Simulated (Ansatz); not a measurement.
Cu Kα1 powder pattern (kinematic, no thermal factors).
| 2θ (°) | relative intensity |
| --- | --- |
| 14.35 | 2 |
| 21.68 | 1 |
| 22.93 | 2 |
| 26.10 | 1 |
| 28.94 | 1 |
| 31.76 | 2 |
| 38.02 | 100 |
| 44.02 | 16 |
| 44.19 | 16 |
| 44.34 | 16 |
| 64.15 | 10 |
| 64.26 | 10 |
| 64.39 | 10 |
| 76.94 | 11 |
| 77.19 | 11 |
| 77.39 | 11 |
| 81.30 | 10 |

The pattern is computed from a structure relaxed with DFT PBE, scalar-relativistic, plane waves, PAW in Ansatz 0.2.0. No spin polarisation. Its elements are Al, Sc.

Give the structure.

ScAl₅.
Space group Cmmm (No. 65). a = 4.083 Å, b = 12.332 Å, c = 4.095 Å, α = 90.00°, β = 90.00°, γ = 90.00°
```json
{"atom": "Sc", "site": "2c", "symmetry": "mmm", "x": "0.5000", "y": "0.0000", "z": "0.5000"}
{"atom": "Al", "site": "2a", "symmetry": "mmm", "x": "0.0000", "y": "0.0000", "z": "0.0000"}
{"atom": "Al", "site": "4i", "symmetry": "m2m", "x": "0.0000", "y": "0.6699", "z": "0.0000"}
{"atom": "Al", "site": "4j", "symmetry": "m2m", "x": "0.5000", "y": "0.6692", "z": "0.5000"}
```

A pattern alone doesn't exclude other cells with like lines; this is the one computed.

The structure comes from a generated guess; another structure or a mixture of phases may lie lower.
